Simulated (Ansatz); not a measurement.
Data sheet: GaAs (DFT)

GaAs:
```
CELL_PARAMETERS angstrom
      3.99998     0.00000     0.00000
     -1.99999     3.46408     0.00000
      0.00000     0.00000    13.12718
ATOMIC_POSITIONS crystal
  Ga 0.66667 0.33333 0.99988
  As 0.66667 0.33333 0.18773
  Ga 0.00000 0.00000 0.25039
  As 0.00000 0.00000 0.43699
  Ga 0.33333 0.66667 0.49988
  As 0.33333 0.66667 0.68773
  Ga 0.00000 0.00000 0.75039
  As 0.00000 0.00000 0.93699
```

Space group P6_3mc (No. 186); conventional cell a = b = 4.0000 Å, c = 13.1272 Å, α = β = 90.00°, γ = 120.00°.

Method: r²SCAN (plane waves, PAW; program Ansatz). Structure relaxed to zero pressure with the same functional. Other levels are named where they apply.

**Cell and energy**

```yaml
volume_per_atom: 22.74 Å³
density: 5.28 g/cm³
```

**Electronic structure**

```yaml
band_gap: 0.97 eV (direct)
valence_band_maximum: at Γ
conduction_band_minimum: at Γ
electron_effective_mass: 0.051, 0.055, 0.055 mₑ (principal values)
Electron effective mass with spin–orbit coupling: 0.050, 0.054, 0.054 mₑ (principal values)
Hole effective mass, band 1 of 2 at the edge: 0.92 along x, 0.80 along z (mₑ)
Hole effective mass, band 2 of 2 at the edge: 0.050 along x, 0.80 along z (mₑ)
Hole effective mass with spin–orbit coupling: 0.088, 0.088, 0.79 mₑ (principal values)
HSE06 gap on the r²SCAN cell: 1.37 eV
Gap with spin–orbit coupling: 0.87 eV
```

**Mechanics**

```yaml
Bulk modulus (Birch–Murnaghan fit): 72.2 GPa
Pressure derivative B′: 4.6
Elastic constants (relaxed ions, GPa): C11 = 141, C12 = 44.9, C13 = 29.9, C33 = 159, C44 = 40.4
mechanical_stability: stable (all eigenvalues of C positive)
hill_bulk_and_shear_moduli: 72.3 and 47.5 GPa
Young's modulus: 117 GPa
Poisson's ratio: 0.23
debye_temperature_from_the_elastic_constants: 349 K
Piezoelectric stress constants (proper, relaxed ions, C/m²): e15 = e24 = e31 = e32 = 0.11, e33 = -0.29
```

**Charges**

```yaml
bader_charges: Ga +0.76 to +0.77, As -0.77 e
```

The start of the workflow was typed in or built on a structure type; the Crystallography Open Database copy checked does not list it. It is not the phase usual at ambient conditions (space group No. 216). The r²SCAN relaxation kept the symmetry of its start; its stability against distortions is not shown here. Signs of piezoelectric constants follow the polarity of the cell as given. Spin–orbit coupling is left out wherever it is not named.

Potentials: the later of the program's two PAW sets.
